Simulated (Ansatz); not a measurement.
A relaxed 1×1 slab of 3 planes, cut along (111) from a fcc crystal of one element, has a cell area of 9.63 Å² and a bulk spacing of 2.722 Å between its first planes. All-electron LAPW in Ansatz 0.2.0 (PBEsol, scalar-relativistic, no spin polarisation) gives γ = 0.44 J/m², Φ = 4.31 eV and a change of the outer spacing of -3.3 %. The fcc structure needn't be the element's own.

Problem. Which element is it?

Solution. Sb. Other candidates weren't computed, and some may come near.
